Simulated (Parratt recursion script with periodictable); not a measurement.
# Sharing the period between Si and Mo in a mirror for 13.5 nm

| layer, from the top | thickness (Å) | density (g/cm³) | rms roughness of its top face (Å) | δ at 13.5 nm | β at 13.5 nm |
|---|---|---|---|---|---|
| Si (in each period) | varied | 2.313 | 2 | 9.927 × 10⁻⁴ | 0.001813 |
| Mo (in each period) | varied | 10.026 | 2 | 0.07476 | 0.006314 |
| Si (substrate) | – | 2.313 | 2 | 9.927 × 10⁻⁴ | 0.001813 |

The refractive index is n = 1 − δ + iβ; the runs take δ and β at each wavelength of the scan. Vacuum lies above.

Densities are inputs, not measurements. They were set from computed cells of the Materials Project: Si from entry mp-149 (Fd-3m, 2.313 g/cm³); Mo from entry mp-129 (Im-3m, 10.026 g/cm³). A layer's crystal structure does not enter its constants, only its composition and density.

Method: EUV and soft X-ray reflectivity, Parratt recursion, Névot-Croce roughness, Henke tables (Parratt recursion script with periodictable 1.7.1).

Light falls along the surface normal, where s and p polarisation coincide. The wavelength is scanned from 12.42 to 14.58 nm in 161 evenly spaced points, without smoothing. The peak is the highest scan point; its wavelength and height come from a parabola through R at that point and its two neighbours.

The pair is repeated 50 times. The runs differ in the two thicknesses alone; Γ is the share of Mo in the period D.

| Si (Å) | Mo (Å) | Γ | peak λ (nm) | peak R (%) |
|---|---|---|---|---|
| 55 | 13.7 | 0.20 | 13.565 | 64.3 |
| 48.1 | 20.6 | 0.30 | ? | ? |
| 37.8 | 30.9 | 0.45 | 13.392 | 73.0 |
| 27.5 | 41.2 | 0.60 | 13.252 | 68.6 |

Estimate the peak wavelength and height at Γ = 0.30.

Wavelength: with δ̄ the thickness-weighted δ at 13.5 nm and α the angle from the normal (sin²α = 0.0000), λ ≈ 2D[(1 − δ̄)² − sin²α]^½.

```
Γ     D (Å)      δ̄  λ by hand (nm)  run minus hand (nm)
----  -----  ------  --------------  -------------------
0.20   68.7  0.0157          13.524                0.041
0.30   68.7  0.0231          13.423              to find
0.45   68.7  0.0342          13.270                0.122
```

The difference, interpolated in Γ, is 0.073 nm, so λ ≈ 13.423 + 0.073 = 13.496 nm.

Height: the parabola through the rows at Γ = 0.20, 0.45, 0.60 has weights 0.450, 0.800, −0.250 at Γ = 0.30, which give 70.2 %.

The run gave 13.505 nm and 71.6 %, so the estimates miss by 0.009 nm and 1.4 points. Of these 4 runs, Γ = 0.45 has the highest peak.
